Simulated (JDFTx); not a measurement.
| Item | Result |
|---|---|
| surface | Mg(0001) |
| bulk | Mg, P6_3/mmc, lattice of mp-153 (not re-optimised) |
| slab | 4 atoms in 4 planes, 1x1, 7.8 Å between the outermost planes |
| in-plane cell | 3.172 × 3.172 Å, 8.71 Å² |
| cell height | 23.7 Å |
| sampling | 8×8×1 k mesh, Fermi smearing 0.01 Ha, no spin polarisation |

Computed with JDFTx (a modified build): PBE, GBRV ultrasoft potentials, plane waves to 20/100 Ha. Liquid: SCCS (g09 parameters), water, 1 M NaF. The neutral cell holds 40 valence electrons and has two faces of 8.714 Å² each. Last filling lines of the neutral and of a charged run (μ in hartree, zero in the bulk liquid):

```
FillingsUpdate:  mu: -0.132804189  nElectrons: 40.000000
FillingsUpdate:  mu: -0.117230000  nElectrons: 40.055264
```

Worked example: both potentials, by the convention U = −μ/e − 4.44 V vs SHE, the surface charge density and the mean capacitance.

U_pzc = 0.13280 × 27.2114 − 4.44 = -0.83 V; U = 0.11723 × 27.2114 − 4.44 = -1.25 V. The cell has 0.0553 excess electrons, a net charge of -0.0553 e, shared by two faces: σ = -0.0553 e / (2 × 8.714 Å²) = -0.00317 e/Å² = -5.1 μC/cm² (1 e/Å² = 1602.18 μC/cm²). C = σ/(U − U_pzc) = -5.1/-0.42 ≈ 12 μF/cm².
